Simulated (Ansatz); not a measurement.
ZrPt:
```xyz
4
Lattice="1.6993 -5.1496 0.0000 1.6993 5.1496 0.0000 0.0000 0.0000 4.2721" Properties=species:S:1:pos:R:3 pbc="T T T"
Zr     1.6993    -3.6907     3.2041
Zr     1.6993     3.6907     1.0680
Pt     1.6993    -0.9407     3.2041
Pt     1.6993     0.9407     1.0680
```

This is the PBEsol-relaxed structure.

All from the program Ansatz at the PBEsol level (PAW), unless another level is named. Predict the density of states at the Fermi level.

0.38 states/eV per atom (mean over ±0.08 eV).

What about the formation energy from the elements (no fitted shifts)?

-1.09 eV/atom.

Give the gap with spin–orbit coupling.

none (metallic).

Space group Cmcm. The workflow started from a Materials Project entry (that database holds measured and hypothetical structures alike); the Crystallography Open Database copy checked does not list it. COD files the formula under space group No. 221, so this cell is another polymorph or a model. Its standing as an ambient phase is unchecked. Symmetry was held in the PBEsol relaxation; of distortions, only those at the zone centre were tested. The run is not spin-polarised. The references are the lowest solids computed at this level, not always the standard phases. Scalar-relativistic: spin–orbit coupling is off unless named, which matters more the heavier the elements.

Potentials: the later of the program's two PAW sets.
